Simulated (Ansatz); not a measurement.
**Co: two-dimensional strain map**

Method: DFT PBEsol, scalar-relativistic, plane waves, PAW in Ansatz. The runs took a 420 eV cutoff, a Γ-centred 30×30×16 mesh and Gaussian smearing (0.15 eV). Collinear spins, started from moments 1.8, 1.8 μB in atom order; the magnetic state may not be the lowest. Energies are free energies at this smearing, counted from the undisturbed cell; pressure is positive in compression.

Reference structure (relaxed at this level):

```
Co
1.0
     2.45642    0.00000    0.00000
    -1.22821    2.12732    0.00000
     0.00000    0.00000    3.96941
Co
2
Direct
  0.33333 0.66667 0.25000
  0.66667 0.33333 0.75000
```

The cell is strained by p along both x and y and by q along z, fractional coordinates fixed. Points are written (p, q).

Energy above the undisturbed cell in meV/atom (a dash: not computed):

```
 p \ q  -0.050  -0.025  0.000  0.050
-0.050   215.8   153.4  117.8  109.1
 0.000    43.1       –    0.0   33.0
 0.050    79.5       –   82.9  148.4
```

Pressure in GPa:

| p \ q | -0.050 | -0.025 | 0.000 | 0.050 |
| --- | --- | --- | --- | --- |
| -0.050 | 53.3 | 42.5 | 33.2 | 18.7 |
| 0.000 | 14.9 | – | 0.0 | -10.0 |
| 0.050 | -7.9 | – | -18.5 | -25.2 |